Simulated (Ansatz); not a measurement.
Below is a relaxed structure of MoF₂. The cell was found from a structure generator's guess, not taken from experiment.

Method: DFT PBE, scalar-relativistic, plane waves, PAW in Ansatz 0.2.0. Cutoff 420 eV, Γ-centred mesh, Gaussian smearing, collinear spin.

```
Mo F
1.0
     4.09356    0.00000    0.00000
     0.00000    4.09356    0.00000
     0.00000    0.00000    2.53119
Mo F
1 2
Direct
  0.00000 0.00000 0.00000
  0.50000 0.00000 0.00000
  0.00000 0.50000 0.00000
```

Energies over the elements count from the elements' standard structures at the same level (F₂ as a molecule), with no fitted energy shifts.

Problem. Find its symmetry and describe it.

Solution. P4/mmm (No. 123). Conventional cell: a = 4.094 Å, c = 2.531 Å. Mo is surrounded by 4 F at 2.05 Å and 2 Mo at 2.53 Å; F has 2 Mo at 2.05 Å.

Problem. What is its formation energy per atom?

Solution. −1.62 eV/atom. A negative formation energy is needed for stability but isn't enough: competing phases decide.

Problem. Is it a metal?

Solution. Yes, bands cross the Fermi level on the 12×12×18 mesh.

Problem. Which magnetic moments does it keep?

Solution. 0.16 μB per atom net, the space between the atoms included; by site: Mo 0.3 μB.

Problem. From what recipe could a structure generator have reached it?

Solution. One such recipe: ordered vacancies on the anion sites of rhenium trioxide (P4/mmm, No. 123). Other recipes can lead to the same cell.

The last run used collinear spin, a 12×12×18 mesh (in the run's order of axes) for its 3-atom cell and Gaussian smearing of 0.10 eV. Another magnetic order may lie lower. A structure relaxed within its symmetry needn't be a true minimum.
